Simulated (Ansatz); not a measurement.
According to plane-wave PAW PBEsol (Ansatz code), GaAs in the rock salt structure (Fm-3m) relaxes to a = 5.304 Å. As has 6 nearest neighbours from 2.65 Å (octahedral); Ga has 6 nearest neighbours from 2.65 Å (octahedral). Its formation energy from the elements is -0.046 eV/atom, with no fitted shifts.

Electronic character: metallic (no gap). Gap from PBEsol with spin–orbit coupling: none (metallic).

An equation-of-state fit gives a bulk modulus of 81.5 GPa. The relaxed-ion elastic constants in GPa are C11 = 161, C12 = 42.3, C44 = 13.8. The elastic constants imply a Debye temperature near 254 K. The highest mode at Γ lies at 127 cm⁻¹.

The start of the workflow was typed in or built on a structure type; neither database checked (COD, Materials Project) lists it. It is not the phase usual at ambient conditions (space group No. 216). The PBEsol relaxation kept the symmetry of its start; its stability against distortions is not shown here. As this level gives no gap, shear constants depend on the k-mesh and smearing (Fermi–Dirac, 0.1 eV here). As this level gives no gap, phonon frequencies hold no LO–TO term and depend on the k-mesh and smearing (Fermi–Dirac, 0.1 eV here). The references are the lowest solids computed at this level, not always the standard phases. Scalar-relativistic: spin–orbit coupling is off unless named, which matters more the heavier the elements.

Potentials: the earlier of the program's two PAW sets. The files were generated under PBE; for other functionals the program regenerates the frozen cores, and for LDA and PBEsol the local potential too.
